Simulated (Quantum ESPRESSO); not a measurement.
## One change at a time to AuGa3Mo2Ta2

Calculated results; nothing here was measured. They come from Quantum ESPRESSO 7.5, a public plane-wave density functional program. Each row is one single-point run on a made-up periodic cell of eight metal atoms, with elements, volume, strain and displacements drawn at random and not relaxed, so a cell may be unstable or far from any real phase. There is no spin polarisation or spin-orbit coupling.

Settings: PBE unless stated; PseudoDojo standard norm-conserving files; Fermi-Dirac width 0.25 eV, which means electrons at about 2900 K; cutoff 1116 eV; 8 x 5 x 3 k mesh shifted half a step off Gamma. E is the free energy of the whole cell (internal energy minus TS), so a -TS column is already part of it. Stress is positive in tension, and the pressure P is minus a third of its trace.

Checks: one run of this series was repeated at a higher cutoff and on a denser mesh, which moved values by no more than 0.004 eV, 0.10 GPa and 0.015 eV/Å, and a second program with other atomic files agreed on it to 2 % rms in force and 0.5 GPa in pressure. Known limits: heavy elements are run without spin-orbit coupling, which real alloys of them have; a spin test at this wide smearing found no moment, but such smearing suppresses magnetism that the real alloy may have.

The lattice is hexagonal close-packed, and the cell vectors in Å are (-2.949, 0.000, 0.000); (0.000, 5.107, 0.000); (1.474, -2.554, -9.906), a volume of 149.16 Å³ in run 1. The elements on sites 1 to 8 are Mo Mo Ta Au Ga Ga Ga Ta. Each later run makes one change to run 1 and keeps the rest. E is counted from run 1, and is n/a where other atomic files have another zero of energy.

```
run,change,V (Å³),P (GPa),-TS (eV),rms force (eV/Å),largest change of a force component (eV/Å),E (eV)
1,none,149.16,-14.28,-1.417,0.445,0.000,0.000
2,sites 3 and 7 exchanged,149.16,-14.49,-1.447,0.464,0.810,-0.076
3,all lengths scaled by -0.94 %,145.00,-11.39,-1.365,0.498,0.149,?
4,LDA in place of PBE,149.16,-22.95,-1.438,0.371,0.238,n/a
5,Nb on site 4,149.16,-13.35,-1.596,0.402,0.316,n/a
6,site 3 moved by -0.15 Å along y,149.16,-14.73,-1.421,0.358,0.838,-0.059
```

## Worked estimate

Along a uniform scaling dE = -P dV. The mean of the two pressures is -12.835 GPa and the volume changes by -4.16 Å³, with 160.2 GPa to one eV/Å³. The same two rows give -V dP/dV = 102 GPa for this cell with clamped atoms, which is not the bulk modulus of a real alloy.

## Withheld value

Question: what E should run 3 give?

The estimate is -0.333 eV. The calculation gave -0.335 eV.
